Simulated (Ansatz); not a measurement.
Here is the system:

SiGe:
```cif
data_GeSi
_chemical_formula_sum 'Ge1 Si1'
_space_group_name_H-M_alt 'Pm-3m'
_space_group_IT_number 221
_space_group_name_Hall '-P 4 2 3'
_cell_length_a 3.18032
_cell_length_b 3.18032
_cell_length_c 3.18032
_cell_angle_alpha 90.000
_cell_angle_beta 90.000
_cell_angle_gamma 90.000
loop_
_atom_site_label
_atom_site_type_symbol
_atom_site_symmetry_multiplicity
_atom_site_Wyckoff_symbol
_atom_site_fract_x
_atom_site_fract_y
_atom_site_fract_z
_atom_site_occupancy
Ge1 Ge 1 a 0.00000 0.00000 0.00000 1
Si1 Si 1 b 0.50000 0.50000 0.50000 1
```

This is the LDA-relaxed structure.

### Question
All from plane-wave PAW LDA (Ansatz code), unless another level is named. Predict the electronic character.

### Answer
metallic (no gap).

### Question
Predict the density of states at the Fermi level.

### Answer
0.47 states/eV per atom (mean over ±0.08 eV).

### Question
Predict the formation energy from the elements (no fitted shifts).

### Answer
0.45 eV/atom.

The cell is a constructed one: a structure type filled with these elements; neither database checked (COD, Materials Project) lists it. Whether it is the stable phase at ambient conditions was not checked. Symmetry was held in the LDA relaxation. At this level the phase is dynamically unstable (imaginary phonons). The references are the lowest solids computed at this level, not always the standard phases. Scalar-relativistic: spin–orbit coupling is off unless named, which matters more the heavier the elements.

Potentials: the later of the program's two PAW sets.
